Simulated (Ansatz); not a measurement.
SnTe (rock salt)

```xyz
2
Lattice="0.0000 3.2046 3.2046 3.2046 0.0000 3.2046 3.2046 3.2046 0.0000" Properties=species:S:1:pos:R:3 pbc="T T T"
Te     0.0000     0.0000     0.0000
Sn     3.2046     3.2046     3.2046
```

The slice is a {100} plane (indices of the conventional cell) through the point (0.500, 0.500, 0.500) (fractional), spanned by u = [100] and v = [0 1 -1] in vectors of this cell: u (4.53 Å) and v (4.53 Å, at 90° to u). It covers one period; positions are fractions (u, v).

These are PBE (plane waves to 420 eV, PAW, scalar-relativistic; Ansatz, a program for electronic structure) values and carry that method's errors. k mesh 13×13×13. Near the nuclei the fields are pseudised (PAW); where an atom keeps semicore shells as valence, they peak there. SnTe was relaxed with its symmetry unable to fall. Spin-orbit coupling is left out, though Te is heavy. The PAW data are Ansatz's earlier set.

Three fields on this plane, each scaled to ten steps between its own extremes (0 low, 9 high; the total valence density on a logarithmic scale, the potential cut 8 eV below its top; x marks points blanked near nuclei; v = 0 in the bottom row):

Map A
```
|xxxxxx0368999998630xxxxx|
|xxxxx004689999986400xxxx|
|xxxxx015788888887510xxxx|
|xxxx00367777777776300xxx|
|xx000356654434456653000x|
|000135554200000245553100|
|33456653000xxx0003566543|
|666776400xxxxxxx00467766|
|88887520xxxxxxxxx0257888|
|99987400xxxxxxxxx0047899|
|9998740xxxxxxxxxxx047899|
|9998730xxxxxxxxxxx037899|
|9998740xxxxxxxxxxx047899|
|99987400xxxxxxxxx0047899|
|88887520xxxxxxxxx0257888|
|666776400xxxxxxx00467766|
|33456653000xxx0003566543|
|000135554200000245553100|
|xx000356654434456653000x|
|xxxx00367777777776300xxx|
|xxxxx015788888887510xxxx|
|xxxxx004689999986400xxxx|
|xxxxxx0368999998630xxxxx|
|xxxxxx0268999998620xxxxx|
```

Map B
```
|xxxxxx4431000001344xxxxx|
|xxxxx444321111123444xxxx|
|xxxxx444334444433444xxxx|
|xxxx44445678887654444xxx|
|xx444456799999997654444x|
|444445689999999998654444|
|44444689998xxx8999864444|
|333357998xxxxxxx89975333|
|11236999xxxxxxxxx9996321|
|00147998xxxxxxxxx8997410|
|0014899xxxxxxxxxxx998410|
|0014899xxxxxxxxxxx998410|
|0014899xxxxxxxxxxx998410|
|00147998xxxxxxxxx8997410|
|11236999xxxxxxxxx9996321|
|333357998xxxxxxx89975333|
|44444689998xxx8999864444|
|444445689999999998654444|
|xx444456799999997654444x|
|xxxx44445678887654444xxx|
|xxxxx444334444433444xxxx|
|xxxxx444321111123444xxxx|
|xxxxxx4431000001344xxxxx|
|xxxxxx4431000001344xxxxx|
```

Map C
```
|xxxxxx7531100011357xxxxx|
|xxxxx864321111123468xxxx|
|xxxxx864333222333468xxxx|
|xxxx87554444444445578xxx|
|xx887655566666665556788x|
|776655567788888776555667|
|55445567899xxx9987655445|
|333345789xxxxxxx98754333|
|11234679xxxxxxxxx9764321|
|01134689xxxxxxxxx9864311|
|0012468xxxxxxxxxxx864210|
|0012468xxxxxxxxxxx864210|
|0012468xxxxxxxxxxx864210|
|01134689xxxxxxxxx9864311|
|11234679xxxxxxxxx9764321|
|333345789xxxxxxx98754333|
|55445567899xxx9987655445|
|776655567788888776555667|
|xx887655566666665556788x|
|xxxx87554444444445578xxx|
|xxxxx864333222333468xxxx|
|xxxxx864321111123468xxxx|
|xxxxxx7531100011357xxxxx|
|xxxxxx7531000001357xxxxx|
```

Question: Assign the maps to these fields: electron localisation function (ELF); valence electron density; electrostatic potential energy of an electron, from the cell's mean.

Answer: A is the electrostatic potential energy of an electron, from the cell's mean; B is the electron localisation function (ELF); C is the valence electron density.
